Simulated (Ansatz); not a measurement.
NbAs (CsCl type, space group No. 221), PBEsol (plane waves, PAW; program Ansatz), all energies at zero smearing, with the estimated change up to a 700 eV cutoff added, with one set of potentials and settings (totals compare only within such a set). Cell of 2 atoms (1 Nb, 1 As): -9309.524 eV.

```csv
element,reference phase,E (eV/atom)
Nb,"Im-3m, 1 atoms in the cell",-4495.4840
As,"R-3m, 2 atoms in the cell",-4813.0298
```

Formation energy per atom, worked out: (-9309.524 − 1×(-4495.4840) − 1×(-4813.0298))/2 = -0.505 eV/atom (-49 kJ per mol of atoms), at 0 K, without zero-point energy or fitted corrections.

Space group Pm-3m (CsCl type). A made-up cell: these elements were put on the sites of a structure type; neither database checked (COD, Materials Project) lists it. COD files the formula under space group No. 109. Its standing as an ambient phase is unchecked. The PBEsol relaxation kept the symmetry of its start; its stability against distortions is not shown here. No spin polarisation was allowed. The references are the lowest solids computed at this level, not always the standard phases.

Potentials: the earlier of the program's two PAW sets. The files were generated under PBE; for other functionals the program regenerates the frozen cores, and for LDA and PBEsol the local potential too.
